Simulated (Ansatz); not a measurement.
# Data sheet: LaAlH6 (DFT)

LaAlH$_{6}$:
```cif
data_H18Al3La3
_chemical_formula_sum 'La3 Al3 H18'
_space_group_name_H-M_alt 'R-3m :H'
_space_group_IT_number 166
_space_group_name_Hall '-R 3 2"'
_cell_length_a 6.50878
_cell_length_b 6.50878
_cell_length_c 6.27490
_cell_angle_alpha 90.000
_cell_angle_beta 90.000
_cell_angle_gamma 120.000
loop_
_atom_site_label
_atom_site_type_symbol
_atom_site_symmetry_multiplicity
_atom_site_Wyckoff_symbol
_atom_site_fract_x
_atom_site_fract_y
_atom_site_fract_z
_atom_site_occupancy
La1 La 3 b 0.00000 0.00000 0.50000 1
Al1 Al 3 a 0.00000 0.00000 0.00000 1
H1 H 18 h 0.11786 0.23572 0.17527 1
```
(The calculation used a cell of 8 atoms; values per cell refer to that cell.)

Space group R-3m (No. 166); conventional cell a = b = 6.5088 Å, c = 6.2749 Å, α = β = 90.00°, γ = 120.00°.

Method: HSE06 in the plane-wave PAW code Ansatz. Geometry: relaxed at this level of theory. Other levels are named where they apply.

**Cell and energy**

```yaml
volume_per_atom: 9.59 Å³
density: 3.72 g/cm³
```

**Electronic structure**

```yaml
band_gap: 3.36 eV (indirect)
valence_band_maximum: at L
conduction_band_minimum: at Γ
smallest_direct_gap_on_the_standard_path: 4.05 eV
```

**Mechanics**

```yaml
Bulk modulus (Birch–Murnaghan fit): 67.0 GPa
Pressure derivative B′: 4.3
```

**Charges**

```yaml
bader_charges: La +1.93, Al +2.33, H -0.71 e
```

The workflow started from a Materials Project entry (that database holds measured and hypothetical structures alike); the Crystallography Open Database copy checked does not list it. Its standing as an ambient phase is unchecked. The cell was relaxed with HSE06 under the symmetry of its start; its stability against distortions is not shown here. The hybrid was solved on a coarse mesh, the path and, where they were found, the r²SCAN edge points; its band edges are the extreme levels among these. Spin–orbit coupling is left out wherever it is not named.

Potentials: the later of the program's two PAW sets.
